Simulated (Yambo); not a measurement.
BSE-type run in Yambo on KScS₂O₈ (space group C2/m, No. 12), at zero momentum.

Quantum ESPRESSO step (LDA, PseudoDojo standard norm-conserving files, scalar-relativistic):
```
&CONTROL
  calculation = 'nscf'
  pseudo_dir = './pseudo'
  outdir = './out'
/
&SYSTEM
  ibrav = 0
  nat = 12
  ntyp = 4
  ecutwfc = 84.0
  ecutrho = 336.0
  occupations = 'fixed'
  force_symmorphic = .true.
  nbnd = 113
/
&ELECTRONS
  conv_thr = 1.2000000000000002e-08
  diago_full_acc = .true.
  diago_thr_init = 1e-08
/
ATOMIC_SPECIES
O 15.9990 O.upf
S 32.0600 S.upf
K 39.0983 K.upf
Sc 44.9559 Sc.upf
CELL_PARAMETERS angstrom
  4.270505000000  -2.684490000000   0.000000000000
  4.270505000000   2.684490000000   0.000000000000
 -0.663724000000   0.000000000000   8.155827000000
ATOMIC_POSITIONS crystal
O   0.313530000000   0.313530000000   0.366200000000
O   0.686470000000   0.686470000000   0.633800000000
O   0.243490000000   0.695410000000   0.180340000000
O   0.756510000000   0.304590000000   0.819660000000
O   0.304590000000   0.756510000000   0.819660000000
O   0.695410000000   0.243490000000   0.180340000000
O   0.240150000000   0.240150000000   0.068900000000
O   0.759850000000   0.759850000000   0.931100000000
S   0.369470000000   0.369470000000   0.202480000000
S   0.630530000000   0.630530000000   0.797520000000
K   0.000000000000   0.000000000000   0.500000000000
Sc   0.000000000000   0.000000000000   0.000000000000
K_POINTS automatic
4 4 2 0 0 0
```

Yambo input:
```
rim_cut
optics
bse
bss
dipoles
em1s
RandQpts= 1000000
RandGvec= 1 Ry
FFTGvecs= 40 Ry
Chimod= "HARTREE"
BSKmod= "SEX"
BSEmod= "resonant"
BSSmod= "hs"
BSENGexx= 15 Ry
BSENGBlk= 5 Ry
% KfnQP_E
 3.812 | 1.0 | 1.0 |
%
% BSEQptR
 1 | 1 |
%
% BSEBands
 23 | 55 |
%
% BEnRange
 0.0 | 14.7 | eV
%
% BDmRange
 0.15 | 0.15 | eV
%
BEnSteps= 294
% BLongDir
 1.0 | 0.0 | 0.0 |
%
BSHayTrs= -0.02
BSSNEig= 24
WRbsWF
% BndsRnXs
 2 | 109 |
%
NGsBlkXs= 5 Ry
% LongDrXs
 1.0 | 1.0 | 1.0 |
%
```

From the report:

The dimension is k points × valence × conduction bands = 32 × 18 × 15 = 8640.
```
   [SLEPC] Approach                          : Krylov-Schur
   [SLEPC] Number of requested eigenvalues   :  24
   [SLEPC] Number of eigenvalues        [NEV]:  24
    [K] Dimension                                    :   8640
    [K] Bands                                        :   23   55
    [K] Exchange res                                 : yes
    [K] Correlation res                              : yes
    [K] W interaction is bare                        : no
    [K] RL vectors exchange                          :  1251
    [K] RL vectors correlation                       :  245
    [W] Matrix size                                  :  245
    [W] Bands                                        :    2  109
    [W] Coulomb Cutoff                               : none
    [W] Hxc Kernel                                   : HARTREE
```
Lowest eigenvalues (eV; in brackets the number of states within 2 meV): 6.42 (1), 6.64 (1), 6.65 (1), 6.66 (1), 6.75 (1), 6.76 (1). They depend on the mesh, which isn't converged, and on the G0W0 scissor.

Geometry of the Materials Project entry, not relaxed at this level.

The structure is a Materials Project entry; no match was found in the copy of COD used, and its stability was not checked.
